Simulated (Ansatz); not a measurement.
**YHg: stiffness from a series of strains**

```yaml
crystal:
  lattice:
    - [3.68200, 0.00000, 0.00000]
    - [0.00000, 3.68200, 0.00000]
    - [0.00000, 0.00000, 3.68200]
  atoms:
    - { symbol: Y, position: [0.50000, 0.50000, 0.50000] }
    - { symbol: Hg, position: [0.00000, 0.00000, 0.00000] }
```

Atom numbers follow the list: Y1, Hg2.

The cell comes from COD entry 1523310, which wasn't checked; take it as a given geometry.

Spin polarisation is left out, and whether a magnetic state lies lower isn't shown here.

No spin–orbit coupling, which matters for the heavy atoms here.

Theory: Ansatz 0.2.0, DFT, LDA, all-electron LAPW, scalar-relativistic.

Sampling and basis: a Γ-centred 11×11×11 k mesh, Fermi–Dirac smearing of 0.08 eV, basis error target 0.25 meV/atom, no spin polarisation.

The strain is applied along the Cartesian axes of the cell as listed (γ is the engineering shear, twice εxy = εyz = εzx). Fractional coordinates are held (clamped ions).

σ is the change of stress from the unstrained cell, which is at -3.48 GPa; tension is positive, so slopes are stress–strain coefficients at that pressure. In a metal the k mesh adds noise.

Only quantities that a quadratic follows smoothly over the whole series are listed; rougher ones are left out.

```csv
γ,σxy (GPa)
-0.0200,-0.73
-0.0100,-0.35
0.0000,0.00
0.0200,0.61
```

Task: Fit the series and read off the stiffness at zero strain.

Result: Least-squares fits y = p0 + p1 x + p2 x² to the rows give σxy (GPa): p1 = 33.5, p2 = -150. So C44 (clamped ions) = 33 GPa.

Task: One run, at γ = 0.0100, is withheld. Predict its row.

Result: The fits give 0.32; the run gave 0.32.
